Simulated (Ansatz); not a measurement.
Cr (bcc (W type), Im-3m) under volume change, r²SCAN in the plane-wave PAW code Ansatz, scaled uniformly.

```
V (Å³/atom)  E − E(relaxed) (meV/atom)  P (GPa)
-----------  -------------------------  -------
11.791                            42.7    12.94
12.180                               ?        ?
12.568                             4.1     3.49
12.957                             0.0     0.00
13.346                             3.6    -2.86
13.735                               ?        ?
14.123                            29.4    -7.68
```

Question: Complete the blanks.

Answer: 
- 13.735, E − E(relaxed) (meV/atom): 13.5
- 13.735, P (GPa): -5.34
- 12.180, E − E(relaxed) (meV/atom): 17.6
- 12.180, P (GPa): 7.83

Question: What does a third-order Birch–Murnaghan fit give for V₀, B₀ and B′?

Answer: V₀ = 12.96 Å³/atom, B₀ = 108 GPa, B′ = 4.8.

The cell was relaxed with r²SCAN under the symmetry of its start, as lowered by the spin order. The final state is antiferromagnetic, chosen from 4 collinear starts compared on coarse meshes (ties went to the first, and starts can fall back to one state), not a proven ground state. Textbook magnetic order: a spin-density-wave antiferromagnet. Other orbital occupations within this spin state were not tried.

Potentials: the later of the program's two PAW sets.
